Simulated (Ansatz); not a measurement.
Is this Mg₃ZnTe₄ structure a true minimum?

It was reached by relaxing an invented guess, and it needn't be the stable form of this composition.

Method: Ansatz 0.2.0, DFT PBE, scalar-relativistic, plane waves, PAW. Cutoff 420 eV; k points 6×6×2 on the computed 8-atom cell (Γ-centred); Gaussian smearing, width 0.02 eV; no spin polarisation.

The cell below (8 atoms, space group P3m1 (No. 156)) is relaxed within its symmetry.

```cif
data_structure
_symmetry_space_group_name_H-M 'P 1'
_symmetry_Int_Tables_number 1
_cell_length_a 4.5375
_cell_length_b 4.5375
_cell_length_c 14.9108
_cell_angle_alpha 90.000
_cell_angle_beta 90.000
_cell_angle_gamma 120.000
_cell_volume 265.87
loop_
_atom_site_label
_atom_site_type_symbol
_atom_site_fract_x
_atom_site_fract_y
_atom_site_fract_z
_atom_site_occupancy
Mg1 Mg 0.66667 0.33333 0.00492 1
Mg2 Mg 0.66667 0.33333 0.49544 1
Mg3 Mg 0.00000 0.00000 0.75029 1
Zn1 Zn 0.00000 0.00000 0.25038 1
Te1 Te 0.66667 0.33333 0.19475 1
Te2 Te 0.66667 0.33333 0.68450 1
Te3 Te 0.00000 0.00000 0.43050 1
Te4 Te 0.00000 0.00000 0.93922 1
```

For the test it was strained at random (σ = 1.5 % a component), the atoms were moved at random (σ = 0.05 Å), and all was relaxed again on a coarse 3×3×1 mesh (in the run’s order of axes) with 0.10 eV smearing, with no symmetry imposed.

These runs have no spin–orbit coupling, which can matter for Te.

Task: What happens?

Result: It returns, within 2 meV/atom of the unmoved cell on that mesh and with the same symmetry when read at 0.1 Å. So it is stable against the distortions that fit this cell and that this random move excites. Modes that don't fit the cell aren't tested.
